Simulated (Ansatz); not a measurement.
ScC:
```cif
data_C4Sc4
_chemical_formula_sum 'Sc4 C4'
_space_group_name_H-M_alt 'Fm-3m'
_space_group_IT_number 225
_space_group_name_Hall '-F 4 2 3'
_cell_length_a 4.59122
_cell_length_b 4.59122
_cell_length_c 4.59122
_cell_angle_alpha 90.000
_cell_angle_beta 90.000
_cell_angle_gamma 90.000
loop_
_atom_site_label
_atom_site_type_symbol
_atom_site_symmetry_multiplicity
_atom_site_Wyckoff_symbol
_atom_site_fract_x
_atom_site_fract_y
_atom_site_fract_z
_atom_site_occupancy
Sc1 Sc 4 a 0.00000 0.00000 0.00000 1
C1 C 4 b 0.50000 0.50000 0.50000 1
```
(The calculation used a cell of 2 atoms; values per cell refer to that cell.)

Relaxed with LDA.

**Question.** Which orbitals make up the states near the Fermi level in plane-wave PAW LDA (Ansatz code)?

**Answer.** Within 0.5 eV of the Fermi level: C 2p 63 %, Sc 3d 35 %. Projections are on Löwdin-orthogonalised atomic valence shells; empty p or d shells of many metals are not among them.

**Question.** Tabulate the density of states.

**Answer.** States/eV per cell of 2 atoms, in 0.25 eV bins, energy from the Fermi level.

| E (eV) | total | C 2p | Sc 3d | C 2s |
|---|---|---|---|---|
| -7.85 | 2.29 | 0.02 | 0.46 | 1.67 |
| -7.60 | 0.77 | 0.00 | 0.08 | 0.63 |
| -7.35 | 0.06 | 0.00 | 0.00 | 0.05 |
| -7.10 | 0.00 | 0.00 | 0.00 | 0.00 |
| -6.85 | 0.00 | 0.00 | 0.00 | 0.00 |
| -6.60 | 0.00 | 0.00 | 0.00 | 0.00 |
| -6.35 | 0.00 | 0.00 | 0.00 | 0.00 |
| -6.10 | 0.00 | 0.00 | 0.00 | 0.00 |
| -5.85 | 0.00 | 0.00 | 0.00 | 0.00 |
| -5.60 | 0.00 | 0.00 | 0.00 | 0.00 |
| -5.35 | 0.00 | 0.00 | 0.00 | 0.00 |
| -5.10 | 0.00 | 0.00 | 0.00 | 0.00 |
| -4.85 | 0.00 | 0.00 | 0.00 | 0.00 |
| -4.60 | 0.00 | 0.00 | 0.00 | 0.00 |
| -4.35 | 0.00 | 0.00 | 0.00 | 0.00 |
| -4.10 | 0.00 | 0.00 | 0.00 | 0.00 |
| -3.85 | 0.01 | 0.00 | 0.00 | 0.00 |
| -3.60 | 0.15 | 0.08 | 0.05 | 0.00 |
| -3.35 | 0.29 | 0.16 | 0.09 | 0.01 |
| -3.10 | 0.43 | 0.24 | 0.13 | 0.01 |
| -2.85 | 0.64 | 0.36 | 0.19 | 0.02 |
| -2.60 | 1.03 | 0.60 | 0.29 | 0.03 |
| -2.35 | 1.18 | 0.72 | 0.31 | 0.03 |
| -2.10 | 1.44 | 0.94 | 0.33 | 0.03 |
| -1.85 | 1.09 | 0.75 | 0.22 | 0.02 |
| -1.60 | 0.83 | 0.60 | 0.15 | 0.02 |
| -1.35 | 1.17 | 0.77 | 0.31 | 0.02 |
| -1.10 | 2.51 | 1.55 | 0.84 | 0.03 |
| -0.85 | 2.71 | 1.60 | 1.04 | 0.02 |
| -0.60 | 3.20 | 1.95 | 1.17 | 0.02 |
| -0.35 | 1.95 | 1.19 | 0.70 | 0.01 |
| -0.10 | 1.49 | 0.92 | 0.52 | 0.01 |
| 0.15 | 1.19 | 0.76 | 0.40 | 0.01 |
| 0.40 | 0.97 | 0.63 | 0.30 | 0.01 |
| 0.65 | 0.77 | 0.54 | 0.21 | 0.00 |
| 0.90 | 0.49 | 0.36 | 0.13 | 0.00 |
| 1.15 | 0.24 | 0.16 | 0.07 | 0.00 |
| 1.40 | 0.20 | 0.12 | 0.08 | 0.00 |
| 1.65 | 0.20 | 0.10 | 0.09 | 0.00 |
| 1.90 | 0.22 | 0.09 | 0.12 | 0.00 |
| 2.15 | 0.25 | 0.08 | 0.16 | 0.00 |
| 2.40 | 0.31 | 0.08 | 0.21 | 0.00 |
| 2.65 | 0.38 | 0.09 | 0.28 | 0.00 |
| 2.90 | 0.48 | 0.10 | 0.36 | 0.00 |
| 3.15 | 0.62 | 0.11 | 0.49 | 0.00 |
| 3.40 | 0.71 | 0.12 | 0.57 | 0.01 |
| 3.65 | 0.79 | 0.13 | 0.63 | 0.01 |
| 3.90 | 0.89 | 0.14 | 0.72 | 0.01 |
| 4.15 | 1.00 | 0.15 | 0.82 | 0.01 |
| 4.40 | 1.18 | 0.16 | 0.98 | 0.01 |
| 4.65 | 1.44 | 0.17 | 1.22 | 0.02 |

The first step of the workflow began from a Materials Project structure, measured or hypothetical; the Crystallography Open Database copy checked does not list it. Its standing as an ambient phase is unchecked. Symmetry was held in the LDA relaxation; of distortions, only those at the zone centre were tested. No spin polarisation was allowed.

Potentials: the later of the program's two PAW sets.
